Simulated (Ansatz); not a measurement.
# Polymorphs and borrowed structures of K2AuH3

K2AuH3 was placed in 8 structures, borrowed from other compounds or built from prototypes, and relaxed with PBEsol and then r2SCAN+rVV10 in Ansatz, symmetry kept. Energies are static, from a final single point; gaps are the least over its mesh and special points. Computed values alone, no measurements; non-magnetic cells, some hypothetical.

```csv
start,ends in,volume (Å³/atom),"energy, r2SCAN+rVV10 (meV/atom)","gap, r2SCAN+rVV10 (eV)",shaken (PBEsol)
Hg2I3Br type (No. 8),R-3m,20.95,0,2.53,returns (6 atoms)
Ca2H3Br type (No. 164),P-3m1,16.71,810,metal,falls 598 meV
Mg2Ni3P type (No. 166),R-3m,14.83,370,metal,falls 342 meV
Er2CuSi3 type (No. 44),Imm2,17.66,123,1.06,falls 105 meV
Eu2Si3Au type (No. 187),P-6m2,15.84,433,metal,falls 75 meV
Eu2H3Cl type (No. 164),P-3m1,16.67,810,metal,falls 574 meV
Lu2Ga3Cu type (No. 156),P-6m2,15.84,433,metal,falls 75 meV
Sc2Ga3Cu type (No. 25),Pmm2,17.27,135,0.92,falls 117 meV
```
Energies count from the lowest cell; the last column tells what a randomly displaced small cell does when relaxed without symmetry, which tests only the distortions that fit it.

Of the symmetric cells the lowest is the one started from Hg2I3Br type (No. 8), which ends in R-3m (No. 166), 123 meV an atom below the next (Er2CuSi3 type (No. 44)). With PBEsol alone and the shaken cells counted, the lowest of the cells computed is the shaken one from Mg2Ni3P type (No. 166) (Fmm2), about 23 meV an atom below the lowest symmetric cell, that from Hg2I3Br type (No. 8). Other structures, not tried here, could lie lower.

The start from Lu2Ga3Cu type (No. 156) relaxes into the same structure as Eu2Si3Au type (No. 187). The start from Eu2H3Cl type (No. 164) relaxes into the same structure as Ca2H3Br type (No. 164). The cells shaken are PBEsol's, whose volumes can differ from those tabled by ten per cent. The falls are PBEsol's, in meV an atom on the shaken cell's own mesh; a cell that falls isn't a minimum, and its place in the table may change once it distorts.

The cells in order of energy (the first three):
- Hg2I3Br type (No. 8): R-3m, 20.95 Å³ an atom. Around K lie 6 H at 2.60–2.87 Å; around H lie 1 Au at 1.63 Å and 3 K at 2.60 Å; around H lie 6 K at 2.87 Å; around Au lie 2 H at 1.63 Å.
- Er2CuSi3 type (No. 44): Imm2, 17.66 Å³ an atom. Around K lie 6 H at 2.59–2.68 Å; around K lie 4 H at 2.76 Å; around H lie 2 Au at 1.86 Å; around H lie 1 Au at 1.72 Å and 4 K at 2.59 Å; around H lie 6 K at 2.68–2.76 Å; around Au lie 3 H at 1.72–1.86 Å.
- Sc2Ga3Cu type (No. 25): Pmm2, 17.27 Å³ an atom. Around K lie 4 H at 2.75 Å; around K lie 6 H at 2.58–2.75 Å; around H lie 6 K at 2.75 Å; around H lie 2 Au at 1.86 Å; around H lie 1 Au at 1.72 Å and 4 K at 2.58 Å; around Au lie 3 H at 1.72–1.86 Å.

The lowest symmetric cell:
```
CELL_PARAMETERS angstrom
3.51102 -2.08393 0.83127
3.51102 2.08393 0.83127
2.75323 0.00000 9.24358
ATOMIC_POSITIONS crystal
K 0.54196 0.54196 0.35463
K 0.45804 0.45804 0.98028
H 0.13023 0.13023 0.47219
H 0.86977 0.86977 0.86272
H 0.00000 0.00000 0.16745
Au 0.00000 0.00000 0.66745
```

No spin-orbit coupling is included; it can move band edges with weight on the heavy atoms by tenths of an eV.
